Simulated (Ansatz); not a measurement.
ScSi, first-principles data

ScSi (CsCl type, space group No. 221), a = b = c = 3.2822 Å, α = β = γ = 90.00°.

Space group Pm-3m (No. 221), CsCl type; conventional cell a = b = c = 3.2822 Å, α = β = γ = 90.00°.

Method: PBEsol in the plane-wave PAW code Ansatz. Structure relaxed to zero pressure with the same functional. Other levels are named where they apply.

Cell and energy:

* **Volume per atom**: 17.68 Å³
* **Density**: 3.43 g/cm³
* **Formation energy from the elements (no fitted shifts)**: -0.48 eV/atom

Electronic structure:

- Electronic character: metallic (no gap)
- Density of states at the Fermi level: 1.2 states/eV per atom (mean over ±0.08 eV)

Mechanics:

Bulk modulus (Birch–Murnaghan fit): 91.7 GPa
Pressure derivative B′: 3.6
Elastic constants (relaxed ions, GPa): C11 = 2.6, C12 = 135, C44 = -52.2
Mechanical stability: unstable (C has a negative eigenvalue)

Phonons:

Highest zone-centre frequency: 251 cm⁻¹
Zone-centre stability: no imaginary mode at Γ

A made-up cell: these elements were put on the sites of a structure type; neither database checked (COD, Materials Project) lists it. Whether it is the stable phase at ambient conditions was not checked. The PBEsol relaxation kept the symmetry of its start. The run is not spin-polarised. As this level gives no gap, shear constants depend on the k-mesh and smearing (Fermi–Dirac, 0.1 eV here). As this level gives no gap, phonon frequencies hold no LO–TO term and depend on the k-mesh and smearing (Fermi–Dirac, 0.1 eV here). The references are the lowest solids computed at this level, not always the standard phases.

Potentials: the earlier of the program's two PAW sets. The files were generated under PBE; for other functionals the program regenerates the frozen cores, and for LDA and PBEsol the local potential too.
